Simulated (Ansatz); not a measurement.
YN (CsCl type, Pm-3m), DFT-PBE in the program Ansatz with PAW potentials, all energies at zero smearing, with the estimated change up to a 700 eV cutoff added, with one set of potentials and settings (totals compare only within such a set). Cell of 2 atoms (1 Y, 1 N): -4234.219 eV.

```csv
element,reference phase,E (eV/atom)
Y,"P6_3/mmc, 2 atoms in the cell",-3848.6668
N,"Pa-3, 8 atoms in the cell",-384.0325
```

Formation energy per atom, worked out: (-4234.219 − 1×(-3848.6668) − 1×(-384.0325))/2 = -0.760 eV/atom (-73 kJ per mol of atoms), at 0 K, without zero-point energy or fitted corrections.

A made-up cell: these elements were put on the sites of a structure type; neither database checked (COD, Materials Project) lists it. COD files the formula under space group No. 225, so this cell is another polymorph or a model. Its standing as an ambient phase is unchecked. The PBE relaxation kept the symmetry of its start; whether a distortion lowers the energy is not shown. No spin polarisation was allowed. The references are the lowest solids computed at this level, not always the standard phases (solids in place of the gases).

Potentials: the later of the program's two PAW sets.
